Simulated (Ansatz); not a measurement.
The cell is Ga3As2P, ordered on the zincblende lattice (P3m1) with 6 atoms a cell; cell and atoms were relaxed with r2SCAN. Space group P3m1 (No. 156), trigonal; a = 3.957 Å, c = 9.682 Å in the conventional setting, 21.88 Å³ an atom. P is surrounded by 4 Ga at 2.36–2.40 Å; As is surrounded by 4 Ga at 2.43–2.45 Å; Ga is surrounded by 3 P at 2.40 Å and 1 As at 2.45 Å; Ga is surrounded by 4 As at 2.43–2.45 Å; Ga is surrounded by 1 P at 2.36 Å and 3 As at 2.43 Å.

The questions ask for values computed with the PAW code Ansatz on this geometry. The cell comes from a prototype generator: it can be a known phase or a hypothetical one. No magnetic order is allowed.

Given (12×12×4 mesh): With PBE the gap is 0.81 eV and direct, at Γ.

(1) How does the gap change from PBE to PBE+SOC (12×12×4)?

(2) What does HSE06 give for the gap (6×6×2 mesh)?

(3) Order these levels by the gap that they give, smallest first.
A. r2SCAN
B. PBE
C. PBE0
D. HSE06

## Answers

(1) PBE+SOC gives a direct gap of 0.72 eV at Γ. The gap differs by -0.09 eV from PBE's.

(2) The HSE06 gap is direct at Γ: 1.70 eV. The gap differs by +0.89 eV from PBE's.

(3) B (0.81 eV), A (1.30 eV), D (1.70 eV), C (2.31 eV).

Only the levels marked +SOC include spin-orbit coupling.

The meshes of the hybrids are coarse, so their gaps aren't converged to the digits shown.
